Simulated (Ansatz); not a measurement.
Here is the system:

Zn2SeS:
```yaml
crystal:
  lattice:
    - [3.88561, 0.00000, 0.00000]
    - [0.00000, 3.88561, 0.00000]
    - [0.00000, 0.00000, 5.49308]
  atoms:
    - { symbol: Zn, position: [0.50000, 0.00000, 0.76332] }
    - { symbol: Zn, position: [0.00000, 0.50000, 0.23668] }
    - { symbol: Se, position: [0.00000, 0.00000, 0.50000] }
    - { symbol: S, position: [0.50000, 0.50000, 0.00000] }
```

This is the PBEsol-relaxed structure. x, y and z are the axes in which the lattice vectors are written.

All from PBEsol (plane waves, PAW; program Ansatz), unless another level is named. Estimate the Poisson's ratio.

0.31.

And the piezoelectric stress constants (proper, relaxed ions, C/m²)?

e15 = -0.05, e24 = 0.05, e31 = -0.06, e32 = 0.06.

And the highest zone-centre frequency (without LO–TO term)?

35.4 meV.

Space group P-4m2. The workflow started from a Materials Project entry (that database holds measured and hypothetical structures alike); the Crystallography Open Database copy checked does not list it. Whether it is the stable phase at ambient conditions was not checked. Symmetry was held in the PBEsol relaxation; of distortions, only those at the zone centre were tested.

Potentials: the later of the program's two PAW sets.
